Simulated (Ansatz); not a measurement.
Zr₃HRh:
```
Zr3HRh
1.0
    4.30726     0.00000     0.00000
    0.00000     4.30726     0.00000
    0.00000     0.00000     4.30726
Rh Zr H
1 3 1
Direct
  0.00000   0.00000   0.00000
  0.50000   0.50000   0.00000
  0.50000   0.00000   0.50000
  0.00000   0.50000   0.50000
  0.50000   0.50000   0.50000
```

Relaxed with PBEsol. Special points in fractions of this cell's reciprocal vectors: Γ (0.000, 0.000, 0.000); X (0.000, 0.500, 0.000); M (0.500, 0.500, 0.000); R (0.500, 0.500, 0.500).

Problem. List the band energies nearest the Fermi level at these points for PBEsol in the plane-wave PAW code Ansatz.

Solution. In eV from the Fermi level; about four levels below and three above (degenerate sets whole), none deeper than 8.9 eV; points with the same levels are listed once.

```
k                                below                     above
-  -----------------------------------  ------------------------
Γ  -3.27 -3.27 -3.27 -0.36 -0.36 -0.36  1.19 1.19 3.25 3.25 3.25
X              -1.34 -1.34 -0.67 -0.67            1.17 1.17 1.18
M              -0.87 -0.63 -0.51 -0.51       1.59 1.59 1.88 1.88
R        -1.75 -1.75 -0.96 -0.96 -0.96            0.81 0.81 0.81
```

Space group Pm-3m. The start of the workflow was typed in or built on a structure type; neither database checked (COD, Materials Project) lists it. Its standing as an ambient phase is unchecked. The cell was relaxed with PBEsol under the symmetry of its start. At this level the phase is mechanically unstable. No spin polarisation was allowed. Spin–orbit coupling is left out wherever it is not named.

Potentials: the earlier of the program's two PAW sets. The files were generated under PBE; for other functionals the program regenerates the frozen cores, and for LDA and PBEsol the local potential too.
